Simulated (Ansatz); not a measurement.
TlBr (CsCl type)

```
CELL_PARAMETERS angstrom
      4.05321     0.00000     0.00000
      0.00000     4.05321     0.00000
      0.00000     0.00000     4.05321
ATOMIC_POSITIONS crystal
  Tl 0.00000 0.00000 0.00000
  Br 0.50000 0.50000 0.50000
```

The slice is a {110} plane (indices of the conventional cell) through the point (0.000, 0.000, 0.000) (fractional), spanned by u = [100] and v = [011] in vectors of this cell: u (4.05 Å) and v (5.73 Å, at 90° to u). It covers one period; positions are fractions (u, v).

Computed with PBE (plane waves to 420 eV, PAW, scalar-relativistic; Ansatz, an electronic-structure program). k mesh 8×8×8. Near the nuclei the fields are pseudised (PAW); where an atom keeps semicore shells as valence, they peak there. Spin-orbit coupling is left out, though Tl is heavy. TlBr was relaxed with its symmetry unable to fall.

What is the valence density on the shortest Tl–Br line in this plane (3.51 Å), at its midpoint?

0.08 e/Å³.

What is the ELF at the midpoint of the shortest Tl–Br line in this plane (3.51 Å)?

0.1.

Sketch the electron localisation function (ELF) on this plane as a map.


```tsv
v \ u	0.00	0.12	0.24	0.35	0.47	0.59	0.71	0.82	0.94
0.88	0.37	0.44	0.35	0.13	0.03	0.05	0.26	0.42	0.40
0.75	0.25	0.15	0.09	0.31	0.59	0.49	0.15	0.10	0.22
0.62	0.03	0.17	0.73	0.88	0.84	0.87	0.83	0.48	0.05
0.50	0.03	0.40	0.84	0.66	x	x	0.88	0.72	0.09
0.38	0.03	0.17	0.73	0.88	0.84	0.87	0.83	0.48	0.05
0.25	0.25	0.15	0.09	0.31	0.59	0.49	0.15	0.10	0.22
0.12	0.37	0.44	0.35	0.13	0.03	0.05	0.26	0.42	0.40
0.00	x	x	0.44	0.29	0.03	0.11	0.37	0.37	x
```

Values: electron localisation function (ELF). Points within 0.5 Å of a nucleus are blanked (x), as the pseudised field means little there.
